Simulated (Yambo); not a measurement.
Yambo run on Cl (space group Cmce, No. 64). The wavefunctions are LDA (pw.x of Quantum ESPRESSO, ONCV potentials, no spin-orbit coupling) ones on a 4×4×2 mesh (14 occupied bands); a = 3.859 Å, b = 3.859 Å, c = 8.402 Å, α = 90.00°, β = 90.00°, γ = 64.45°.

Yambo input:

```
rim_cut
HF_and_locXC
RandQpts= 1000000
RandGvec= 1 Ry
EXXRLvcs= 56 Ry
VXCRLvcs= 224 Ry
% QPkrange
 1 | 1 | 14 | 15 |
 2 | 2 | 14 | 15 |
 5 | 5 | 14 | 15 |
 6 | 6 | 14 | 15 |
 13 | 13 | 14 | 15 |
 14 | 14 | 14 | 15 |
%
```

k points by index: 1 = Γ, 2 = (0, 0, -0.5), 5 = (0, -0.5, 0), 6 = (0, -0.5, -0.5), 13 = (-0.5, -0.5, 0), 14 = (-0.5, -0.5, -0.5).

The o-*.hf file then holds:

```
#    K-point    Band    Eo [eV]    Ehf [eV]    Vxc [eV]    Vnlxc [eV]
#
    1    14    0.000000    -4.555264    -14.58349    -19.13875
    1    15    2.080645    6.850340    -13.87450    -9.104807
    2    14    -0.061888    -4.636428    -14.57708    -19.15162
    2    15    2.550255    7.499093    -13.87464    -8.925803
    5    14    -0.288521    -4.716966    -14.32342    -18.75187
    5    15    2.842942    7.587680    -14.65660    -9.911859
    6    14    -0.132724    -4.480040    -14.55993    -18.90724
    6    15    2.562021    7.542583    -14.18345    -9.202885
    13    14    -0.265749    -4.882448    -14.33311    -18.94981
    13    15    2.223484    7.116345    -14.07065    -9.177785
    14    14    -0.810913    -5.498725    -13.65179    -18.33960
    14    15    2.542212    7.511713    -13.99762    -9.028117
```
Exchange alone, without screening.

Geometry of the Materials Project entry, not relaxed at this level.

The distance between layers or molecules is the database entry's, not relaxed here. Functionals without dispersion can leave it too large, which widens gaps and weakens the response across layers: the numbers belong to this cell.
